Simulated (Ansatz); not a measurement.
Given:

N:
Space group Pa-3 (No. 205); a = 5.7760 Å, b = 5.7760 Å, c = 5.7760 Å, α = 90.00°, β = 90.00°, γ = 90.00°

| atom | site | symmetry | x | y | z |
|---|---|---|---|---|---|
| N | 8c | .3. | 0.0546 | 0.0546 | 0.0546 |

This is the r²SCAN-relaxed structure.

**Question.** All from r²SCAN (plane waves, PAW; program Ansatz), unless another level is named. Estimate the band gap.

**Answer.** 8.27 eV (smallest direct gap 8.29 eV).

**Question.** Give the valence-band maximum.

**Answer.** at X.

**Question.** Predict the conduction-band minimum.

**Answer.** at Γ.

Symmetry was held in the r²SCAN relaxation. The substance is a gas or liquid at ambient conditions; this is its low-temperature solid. A crystal of weakly bound molecules computed without a dispersion correction: the cell and the soft elastic constants depend strongly on that.

Potentials: the earlier of the program's two PAW sets.
